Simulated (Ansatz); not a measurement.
Input and command of a plane-wave DFT calculation in Ansatz:

```yaml
crystal:
  lattice:
    - [-4.2877939487, 0.0, 0.0]
    - [-2.1438969743, -3.7133384858, 0.0]
    - [0.0, 0.0, 18.1841275918]
  atoms:
    - { symbol: Cu, position: [0.0, 1.0, 0.6633823979] }
    - { symbol: Cu, position: [0.0, 1.0, 0.2458719203] }
    - { symbol: Cu, position: [0.0, 0.0, 0.0371166815] }
    - { symbol: Cu, position: [0.0, 0.0, 0.4546271591] }
    - { symbol: Cu, position: [0.3333333333, 0.3333333333, 0.1113444431] }
    - { symbol: Cu, position: [0.3333333333, 0.3333333333, 0.5288549207] }
    - { symbol: Cu, position: [0.6666666667, 0.6666666667, 0.1798466686] }
    - { symbol: Cu, position: [0.6666666667, 0.6666666667, 0.5973571462] }
    - { symbol: Cu, position: [0.6666666667, 0.6666666667, 0.7294076495] }
    - { symbol: Cu, position: [0.6666666667, 0.6666666667, 0.3118971719] }
    - { symbol: Cu, position: [0.3333333333, 0.3333333333, 0.7979098751] }
    - { symbol: Cu, position: [0.3333333333, 0.3333333333, 0.3803993975] }
    - { symbol: Ge, position: [0.3333333333, 0.3333333333, 0.6633823979] }
    - { symbol: Ge, position: [0.3333333333, 0.3333333333, 0.2458719203] }
    - { symbol: Sb, position: [0.6666666667, 0.6666666667, 0.0371166815] }
    - { symbol: Sb, position: [0.6666666667, 0.6666666667, 0.4546271591] }
basis:
  ecutwfc: 420
kpoints:
  mp_grid: { grid: [10, 10, 3] }
hamiltonian:
  xc: pbe
scf:
  occupations: { method: gaussian, width: 0.15 }
output:
  forces: true
  stress: true
  eigenvalues: true
```

```bash
ansatz run input.yaml --threads 2 --pin off --max-ram 5120MiB --backend cpu --events-out ev --progress --plain --runs-dir out
```

Processor: Arm Neoverse N1, 2 threads, on a host shared with other jobs.

**Question.** Estimate time, memory and problem size.

**Answer.** About 4.3 min on 2 threads of Arm Neoverse N1, with other jobs on the host, peak memory 1.6 GiB. It solves 172 bands at 36 k points (the mesh reduced by symmetry) with about 5623 plane waves, in 11 SCF iterations.
